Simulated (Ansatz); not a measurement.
ZrO₂ (tetragonal-ZrO2 type, space group P4_2/nmc)

```
ZrO2
1.0
    3.62082     0.00000     0.00000
    0.00000     3.62082     0.00000
    0.00000     0.00000     5.28425
Zr O
2 4
Direct
  0.00000   0.00000   0.00000
  0.50000   0.50000   0.50000
  0.00000   0.50000   0.19251
  0.00000   0.50000   0.69251
  0.50000   0.00000   0.30749
  0.50000   0.00000   0.80749
```

The slice is a (0 -1 1) plane (indices of the conventional cell) through the point (0.000, 0.000, 0.000) (fractional), spanned by u = [100] and v = [011] in vectors of this cell: u (3.62 Å) and v (6.41 Å, at 90° to u). It covers one period; positions are fractions (u, v).

All values below come from PBE (plane waves to 420 eV, PAW, scalar-relativistic; Ansatz, a first-principles code). k mesh 9×9×6. These are valence fields of a PAW run, semicore shells included where kept as valence: close to a nucleus they are smooth pseudo fields. The PAW data are Ansatz's earlier set. This is a high-temperature form of ZrO2. ZrO2 is run without spin polarisation. ZrO2 was relaxed with its symmetry unable to fall.

**Question.** Predict the map of the electrostatic potential energy of an electron, from the cell's mean on the slice.

**Answer.** 
| v \ u | 0.00 | 0.18 | 0.36 | 0.55 | 0.73 | 0.91 |
|---|---|---|---|---|---|---|
| 0.90 | x | <2.0 | x | x | <2.0 | x |
| 0.75 | 7.9 | 9.5 | 9.1 | 7.9 | 9.7 | 8.5 |
| 0.60 | x | x | x | x | <2.0 | x |
| 0.45 | 9.7 | <2.0 | x | x | x | 8.1 |
| 0.30 | 9.3 | 9.5 | 5.9 | 4.0 | 8.1 | 9.4 |
| 0.15 | <2.0 | <2.0 | 8.9 | 9.8 | 5.9 | <2.0 |
| 0.00 | x | x | 4.9 | 8.5 | <2.0 | x |

Values: electrostatic potential energy of an electron, from the cell's mean, in eV. Points within 0.9 Å of a nucleus are blanked (x), as the pseudised field means little there. Values under 2 eV are set to 2. The zero, the cell's mean, hangs on the PAW cores.
